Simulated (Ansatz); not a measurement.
WSe$_{2}$:
```
CELL_PARAMETERS angstrom
      3.30260     0.00000     0.00000
     -1.65130     2.86014     0.00000
      0.00000     0.00000    13.22737
ATOMIC_POSITIONS crystal
  W  0.33333 0.66667 0.25000
  W  0.66667 0.33333 0.75000
  Se 0.33333 0.66667 0.62423
  Se 0.66667 0.33333 0.12423
  Se 0.66667 0.33333 0.37577
  Se 0.33333 0.66667 0.87577
```

Relaxed with r²SCAN+D4. Special points in fractions of this cell's reciprocal vectors: Γ (0.000, 0.000, 0.000); M (0.500, 0.000, 0.000); K (0.333, 0.333, 0.000); A (0.000, 0.000, 0.500); L (0.500, 0.000, 0.500); H (0.333, 0.333, 0.500).

List the band energies nearest the valence-band maximum at these points for r²SCAN+D4 with spin–orbit coupling in the plane-wave PAW code Ansatz.

In eV from the valence-band maximum; about four levels below and three above (degenerate sets whole), none deeper than 8.9 eV; points with the same levels are listed once.

```json
[
 {"k": "Γ", "below": "-0.98 -0.98 0.00 0.00", "above": "2.55 2.55 2.59 2.59"},
 {"k": "M", "below": "-1.28 -1.28 -1.25 -1.25", "above": "2.07 2.07 2.09 2.09"},
 {"k": "K", "below": "-0.62 -0.62 -0.11 -0.11", "above": "1.27 1.27 1.31 1.31"},
 {"k": "A", "below": "-0.25 -0.25 -0.25 -0.25", "above": "2.57 2.57 2.57 2.57"},
 {"k": "L", "below": "-1.28 -1.28 -1.28 -1.28", "above": "2.09 2.09 2.09 2.09"},
 {"k": "H", "below": "-0.61 -0.61 -0.14 -0.14", "above": "1.28 1.28 1.31 1.31"}
]
```

Space group P6_3/mmc. The r²SCAN+D4 relaxation kept the symmetry of its start; of distortions, only those at the zone centre were tested. The run is not spin-polarised.

Potentials: the later of the program's two PAW sets.
